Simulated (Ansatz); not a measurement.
Tetragonal deformation path in Al

Method: DFT PBEsol, scalar-relativistic, plane waves, PAW in Ansatz 0.2.0. The runs took a 420 eV cutoff, a Γ-centred 24×24×24 mesh and Gaussian smearing (0.15 eV). No spin polarisation. Energies are free energies at this smearing, counted from the undisturbed cell; pressure is positive in compression.

Reference structure (as given, not relaxed at this level; it stands at 2.2 GPa; this bcc form isn't the usual structure):

```
CELL_PARAMETERS angstrom
-1.59122 1.59122 1.59122
1.59122 -1.59122 1.59122
1.59122 1.59122 -1.59122
ATOMIC_POSITIONS crystal
Al 0.00000 0.00000 0.00000
```

At fixed volume and fractional coordinates, lengths along (0.000, 0.000, 1.000) are scaled against those across it; ρ is that ratio over its starting value. The cell is metallic on the mesh throughout. At ρ = 1.414 the cell becomes cubic (Fm-3m), and there the slope of the energy vanishes by symmetry.

| ρ | ΔE (meV/atom) | pressure (GPa) |
| --- | --- | --- |
| 0.650 | 200.3 | 10.9 |
| 0.707 | 49.1 | 6.1 |
| 0.780 | -13.3 | 3.3 |
| 0.850 | -18.0 | 2.4 |
| 0.920 | -6.7 | 2.2 |
| 1.000 | 0.0 | 2.2 |
| 1.100 | -13.4 | 2.0 |
| 1.200 | -53.1 | 1.5 |
| 1.300 | -88.1 | 0.8 |
| 1.414 | -99.6 | 0.3 |
| 1.500 | -94.1 | 0.6 |